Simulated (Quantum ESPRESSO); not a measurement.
Si4O6FN, finding a planted mistake in a log

Simulated, not a measurement. The program is pw.x of Quantum ESPRESSO 7.5 (plane-wave density functional theory). The cell is made up: 12 atoms on a rutile lattice, with randomly drawn elements, strain and displacements, not relaxed. PseudoDojo standard norm-conserving files (v0.5 for PBE, v0.4.1 for LDA and PBEsol) set the functional; there is no spin polarisation, spin-orbit coupling or dispersion term, and the masses in the input are unused placeholders.

Intended input:

```
&control calculation='scf', pseudo_dir='./dojo.nc.sr.pbe.v0_5.standard.upf', outdir='./o', disk_io='low', tprnfor=.true., tstress=.true. /
&system ibrav=0, nat=12, ntyp=4, nbnd=38, ecutwfc=84.00895049, nosym=.true., tot_charge=0,
 occupations='smearing', smearing='fd', degauss=0.0018374661
/
&electrons conv_thr=7.350e-09, electron_maxstep=60, /
ATOMIC_SPECIES
F 1.0 F.upf
N 1.0 N.upf
O 1.0 O.upf
Si 1.0 Si.upf
CELL_PARAMETERS angstrom
4.2781 -0.0287 -0.0523
-0.0287 4.3094 0.0354
-0.0666 0.045 5.4682
ATOMIC_POSITIONS angstrom
Si 0.151 0.1018 -0.1124
Si 2.1403 2.0473 1.3093
Si -0.0845 0.0527 2.5281
Si 2.0552 2.1026 4.1543
O 1.3587 1.3222 -0.0723
F 2.9561 3.0862 0.0069
O 3.5214 0.838 1.3405
N 0.8163 3.5073 1.3433
O 1.1582 1.2146 2.711
O 2.9371 2.8304 2.7454
O 3.3895 0.9518 4.1305
O 0.7427 3.5385 4.1692
K_POINTS automatic
5 5 4 1 1 1
```

The log is shortened where brackets say so; the opening notice, blank lines, dates and the lines on written files are dropped, and the path of the files is cut. It prints rydbergs, bohrs and kilobars, and counts compression as positive stress. Where no state is partly filled, the Fermi energy that it prints is only some level between the filled and the empty states on the mesh, and need not lie in the true gap.

Log of the intended run:

```
     Program PWSCF v.7.5
     Parallel version (MPI & OpenMP), running on       4 processor cores
     Number of MPI processes:                 4
     Threads/MPI process:                     1
     [start-up lines left out]
     bravais-lattice index     =            0
     lattice parameter (alat)  =       8.0852  a.u.
     unit-cell volume          =     680.1362 (a.u.)^3
     number of atoms/cell      =           12
     number of atomic types    =            4
     number of electrons       =        64.00
     number of Kohn-Sham states=           38
     kinetic-energy cutoff     =      84.0090  Ry
     charge density cutoff     =     336.0358  Ry
     scf convergence threshold =      7.3E-09
     mixing beta               =       0.7000
     number of iterations used =            8  plain     mixing
     Exchange-correlation= PBE
                           (   1   4   3   4   0   0   0)
     [axes and pseudopotential details left out]
   Cartesian axes
     site n.     atom                  positions (alat units)
         1        Si     tau(   1) = (   0.0352926   0.0237933  -0.0262708  )
         2        Si     tau(   2) = (   0.5002436   0.4785070   0.3060173  )
         3        Si     tau(   3) = (  -0.0197498   0.0123174   0.5908825  )
         4        Si     tau(   4) = (   0.4803535   0.4914321   0.9709675  )
         5        O      tau(   5) = (   0.3175634   0.3090324  -0.0168984  )
         6        F      tau(   6) = (   0.6909171   0.7213249   0.0016127  )
         7        O      tau(   7) = (   0.8230424   0.1958623   0.3133096  )
         8        N      tau(   8) = (   0.1907905   0.8197469   0.3139640  )
         9        O      tau(   9) = (   0.2707013   0.2838835   0.6336309  )
        10        O      tau(  10) = (   0.6864763   0.6615378   0.6416711  )
        11        O      tau(  11) = (   0.7922139   0.2224603   0.9654048  )
        12        O      tau(  12) = (   0.1735882   0.8270391   0.9744500  )
     number of k points=    50  Fermi-Dirac smearing, width (Ry)=  0.0018
                       cart. coord. in units 2pi/alat
        k(    1) = (   0.1018758   0.0991549   0.0982293), wk =   0.0400000
        k(    2) = (   0.1042569   0.0975636   0.2938804), wk =   0.0400000
     [further k points left out]
     Dense  grid:    70765 G-vectors     FFT dimensions: (  48,  48,  64)
     Estimated max dynamical RAM per process >     167.66 MB
     Estimated total dynamical RAM >     618.81 MB
     Initial potential from superposition of free atoms
     starting charge      63.9975, renormalised to      64.0000
     Starting wfcs are   48 randomized atomic wfcs
     total cpu time spent up to now is        7.7 secs
     per-process dynamical memory:   134.9 Mb
     Self-consistent Calculation
     iteration #  1     ecut=    84.01 Ry     beta= 0.70
     Davidson diagonalization with overlap
     ethr =  1.00E-02,  avg # of iterations =  2.9
     total cpu time spent up to now is       22.1 secs
     total energy              =    -301.85570811 Ry
     estimated scf accuracy    <       2.73341282 Ry
     iteration #  2     ecut=    84.01 Ry     beta= 0.70
     Davidson diagonalization with overlap
     ethr =  4.27E-03,  avg # of iterations =  3.0
     total cpu time spent up to now is       36.3 secs
     total energy              =    -302.56886610 Ry
     estimated scf accuracy    <       2.03329832 Ry
     [iterations 3 to 9 left out]
     iteration # 10     ecut=    84.01 Ry     beta= 0.70
     Davidson diagonalization with overlap
     ethr =  2.46E-09,  avg # of iterations =  2.0
     total cpu time spent up to now is      134.1 secs
     total energy              =    -302.99145761 Ry
     estimated scf accuracy    <       0.00000023 Ry
     iteration # 11     ecut=    84.01 Ry     beta= 0.70
     Davidson diagonalization with overlap
     ethr =  3.56E-10,  avg # of iterations =  2.1
     total cpu time spent up to now is      146.2 secs
     End of self-consistent calculation
     [lines on levels left out]
     the Fermi energy is    12.5603 ev
!    total energy              =    -302.99145766 Ry
     estimated scf accuracy    <          7.1E-09 Ry
     smearing contrib. (-TS)   =       0.00000000 Ry
     internal energy E=F+TS    =    -302.99145766 Ry
     The total energy is F=E-TS. E is the sum of the following terms:
     one-electron contribution =     -42.03424316 Ry
     hartree contribution      =      68.54282047 Ry
     xc contribution           =     -81.36371587 Ry
     ewald contribution        =    -248.13631911 Ry
     convergence has been achieved in  11 iterations
     Forces acting on atoms (cartesian axes, Ry/au):
     atom    1 type  4   force =     0.06036734   -0.06734442    0.09560266
     atom    2 type  4   force =    -0.12562969    0.07577396    0.21450172
     atom    3 type  4   force =     0.15795478   -0.19588197    0.17478478
     atom    4 type  4   force =    -0.02757004    0.04431828   -0.26291247
     atom    5 type  3   force =     0.03652987    0.03106104    0.04918882
     atom    6 type  1   force =    -0.03531290   -0.06573523   -0.03339879
     atom    7 type  3   force =    -0.19838089    0.14712918   -0.19556764
     atom    8 type  2   force =     0.01048599   -0.04600714   -0.06761738
     atom    9 type  3   force =     0.12510232    0.10891025    0.04661685
     atom   10 type  3   force =    -0.02000131    0.05246274    0.01252599
     atom   11 type  3   force =     0.00777668   -0.05356704    0.01814997
     atom   12 type  3   force =     0.00867785   -0.03111965   -0.05187451
     Total force =     0.638756     Total SCF correction =     0.000237
     Computing stress (Cartesian axis) and pressure
          total   stress  (Ry/bohr**3)                   (kbar)     P=       40.15
   0.00010944   0.00093840   0.00026973           16.10      138.04       39.68
   0.00093840   0.00009086  -0.00035646          138.04       13.37      -52.44
   0.00026973  -0.00035646   0.00061845           39.68      -52.44       90.98
     init_run     :      5.20s CPU      5.35s WALL (       1 calls)
     electrons    :    137.98s CPU    138.55s WALL (       1 calls)
     forces       :      2.57s CPU      2.60s WALL (       1 calls)
     stress       :      6.50s CPU      6.50s WALL (       1 calls)
     [timing details left out]
     PWSCF        :   2m34.60s CPU   2m35.43s WALL
     JOB DONE.
```

A second run was made from an input with one planted mistake. Its log:

```
     Program PWSCF v.7.5
     Parallel version (MPI & OpenMP), running on       4 processor cores
     Number of MPI processes:                 4
     Threads/MPI process:                     1
     [start-up lines left out]
     bravais-lattice index     =            0
     lattice parameter (alat)  =       8.0852  a.u.
     unit-cell volume          =     680.1362 (a.u.)^3
     number of atoms/cell      =           12
     number of atomic types    =            4
     number of electrons       =        64.00
     number of Kohn-Sham states=           38
     kinetic-energy cutoff     =      45.2752  Ry
     charge density cutoff     =     181.1007  Ry
     scf convergence threshold =      7.3E-09
     mixing beta               =       0.7000
     number of iterations used =            8  plain     mixing
     Exchange-correlation= PBE
                           (   1   4   3   4   0   0   0)
     [axes and pseudopotential details left out]
   Cartesian axes
     site n.     atom                  positions (alat units)
         1        Si     tau(   1) = (   0.0352926   0.0237933  -0.0262708  )
         2        Si     tau(   2) = (   0.5002436   0.4785070   0.3060173  )
         3        Si     tau(   3) = (  -0.0197498   0.0123174   0.5908825  )
         4        Si     tau(   4) = (   0.4803535   0.4914321   0.9709675  )
         5        O      tau(   5) = (   0.3175634   0.3090324  -0.0168984  )
         6        F      tau(   6) = (   0.6909171   0.7213249   0.0016127  )
         7        O      tau(   7) = (   0.8230424   0.1958623   0.3133096  )
         8        N      tau(   8) = (   0.1907905   0.8197469   0.3139640  )
         9        O      tau(   9) = (   0.2707013   0.2838835   0.6336309  )
        10        O      tau(  10) = (   0.6864763   0.6615378   0.6416711  )
        11        O      tau(  11) = (   0.7922139   0.2224603   0.9654048  )
        12        O      tau(  12) = (   0.1735882   0.8270391   0.9744500  )
     number of k points=    50  Fermi-Dirac smearing, width (Ry)=  0.0018
                       cart. coord. in units 2pi/alat
        k(    1) = (   0.1018758   0.0991549   0.0982293), wk =   0.0400000
        k(    2) = (   0.1042569   0.0975636   0.2938804), wk =   0.0400000
     [further k points left out]
     Dense  grid:    28019 G-vectors     FFT dimensions: (  36,  36,  45)
     Estimated max dynamical RAM per process >      68.56 MB
     Estimated total dynamical RAM >     253.70 MB
     Check: negative core charge=   -0.000261
     Initial potential from superposition of free atoms
     starting charge      63.9975, renormalised to      64.0000
     Starting wfcs are   48 randomized atomic wfcs
     total cpu time spent up to now is        3.8 secs
     per-process dynamical memory:    56.3 Mb
     Self-consistent Calculation
     iteration #  1     ecut=    45.28 Ry     beta= 0.70
     Davidson diagonalization with overlap
     ethr =  1.00E-02,  avg # of iterations =  3.0
     total cpu time spent up to now is       10.0 secs
     total energy              =    -301.29944203 Ry
     estimated scf accuracy    <       2.32699279 Ry
     iteration #  2     ecut=    45.28 Ry     beta= 0.70
     Davidson diagonalization with overlap
     ethr =  3.64E-03,  avg # of iterations =  3.0
     total cpu time spent up to now is       15.9 secs
     total energy              =    -301.84572798 Ry
     estimated scf accuracy    <       1.75755541 Ry
     [iterations 3 to 9 left out]
     iteration # 10     ecut=    45.28 Ry     beta= 0.70
     Davidson diagonalization with overlap
     ethr =  1.19E-09,  avg # of iterations =  2.0
     total cpu time spent up to now is       59.8 secs
     total energy              =    -302.23335941 Ry
     estimated scf accuracy    <       0.00000010 Ry
     iteration # 11     ecut=    45.28 Ry     beta= 0.70
     Davidson diagonalization with overlap
     ethr =  1.61E-10,  avg # of iterations =  2.0
     total cpu time spent up to now is       65.3 secs
     End of self-consistent calculation
     [lines on levels left out]
     the Fermi energy is    12.5392 ev
!    total energy              =    -302.23335944 Ry
     estimated scf accuracy    <          4.5E-09 Ry
     smearing contrib. (-TS)   =       0.00000000 Ry
     internal energy E=F+TS    =    -302.23335944 Ry
     The total energy is F=E-TS. E is the sum of the following terms:
     one-electron contribution =     -40.58106616 Ry
     hartree contribution      =      67.59394744 Ry
     xc contribution           =     -81.10992137 Ry
     ewald contribution        =    -248.13631935 Ry
     convergence has been achieved in  11 iterations
     Forces acting on atoms (cartesian axes, Ry/au):
     atom    1 type  4   force =     0.05968729   -0.06788638    0.09658015
     atom    2 type  4   force =    -0.12581155    0.07601954    0.21379237
     atom    3 type  4   force =     0.15732481   -0.19777277    0.17646599
     atom    4 type  4   force =    -0.02746295    0.04549609   -0.26263432
     atom    5 type  3   force =     0.03724784    0.03330754    0.05137300
     atom    6 type  1   force =    -0.03848184   -0.06802419   -0.03283716
     atom    7 type  3   force =    -0.19514820    0.14559343   -0.18899683
     atom    8 type  2   force =     0.00838436   -0.04309986   -0.06518317
     atom    9 type  3   force =     0.12578806    0.11026665    0.04198676
     atom   10 type  3   force =    -0.01986513    0.04993665    0.01235987
     atom   11 type  3   force =     0.01192243   -0.05536648    0.01333473
     atom   12 type  3   force =     0.00641487   -0.02847024   -0.05624139
     Total force =     0.636635     Total SCF correction =     0.000170
     Computing stress (Cartesian axis) and pressure
          total   stress  (Ry/bohr**3)                   (kbar)     P=     -621.40
  -0.00444177   0.00096604   0.00025895         -653.41      142.11       38.09
   0.00096604  -0.00445312  -0.00035822          142.11     -655.08      -52.70
   0.00025895  -0.00035822  -0.00377778           38.09      -52.70     -555.73
     init_run     :      3.38s CPU      3.49s WALL (       1 calls)
     electrons    :     61.11s CPU     61.49s WALL (       1 calls)
     forces       :      0.99s CPU      0.99s WALL (       1 calls)
     stress       :      3.38s CPU      3.38s WALL (       1 calls)
     [timing details left out]
     PWSCF        :   1m 9.19s CPU   1m 9.71s WALL
     JOB DONE.
```

Question: what was wrong in the second input?

Answer: the plane-wave cutoff is too low. The input lines that differ, file-writing options aside:

```
- &system ibrav=0, nat=12, ntyp=4, nbnd=38, ecutwfc=84.00895049, nosym=.true., tot_charge=0,
+ &system ibrav=0, nat=12, ntyp=4, nbnd=38, ecutwfc=45.27516492, nosym=.true., tot_charge=0,
```

```
                                            intended run  run with the mistake
                          free energy (eV)     -4122.409             -4112.094
                    smearing term -TS (eV)        0.0000                0.0000
                            pressure (GPa)          4.01                -62.14
            largest force component (eV/Å)         6.760                 6.753
largest change of a force component (eV/Å)                               0.169
                                iterations            11                    11
```

For scale, a rerun of the intended cell at a cutoff of 1437 eV and k mesh 7 x 7 x 6 moved values by no more than 0.003 eV in energy, 0.04 GPa in stress and 0.002 eV/Å in force.